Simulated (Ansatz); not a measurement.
A: AlNi (CsCl type), a = 2.8622 Å, b = 2.8622 Å, c = 2.8622 Å, α = 90.00°, β = 90.00°, γ = 90.00°
B: KTaO$_{3}$ (cubic perovskite), a = b = c = 3.985 Å, α = β = γ = 90.00°
C: CdSe (zinc blende), a = b = c = 6.082 Å, α = β = γ = 90.00°
D: ZnS (zinc blende), a = 5.3565 Å, b = 5.3565 Å, c = 5.3565 Å, α = 90.00°, β = 90.00°, γ = 90.00°
E: EuO (rock salt), a = 4.9655 Å, b = 4.9655 Å, c = 4.9655 Å, α = 90.00°, β = 90.00°, γ = 90.00°

Scan: energy against volume (even scaling of the relaxed cell, symmetry kept). One method and one kind of scan serve all of them; meshes and ranges differ. AlNi is run without spin polarisation. All were relaxed with their symmetry unable to fall. EuO is run spin-polarised and with no Hubbard U. KTaO3 is run without spin polarisation. Relaxed EuO ends ferromagnetic. Spin-orbit coupling is left out. The relaxed volume of EuO is well below the measured one. The magnetic order is the one the run started from; other orders were not tried. (This holds for the magnetic or f-shell members.) The filling of the f shell was not checked against other fillings, so treat energies with care. (This holds for the magnetic or f-shell members.)

Task: Order them by bulk modulus (fitted) (lowest first) at the level PBEsol (plane waves to 420 eV, PAW, scalar-relativistic; Ansatz, a program for electronic structure).

Result: C (52.0 GPa), D (78.9 GPa), E (112 GPa), A (173 GPa), B (203 GPa)

(Under strain, the slope of the energy per volume gives the stress and its curvature an elastic modulus.)
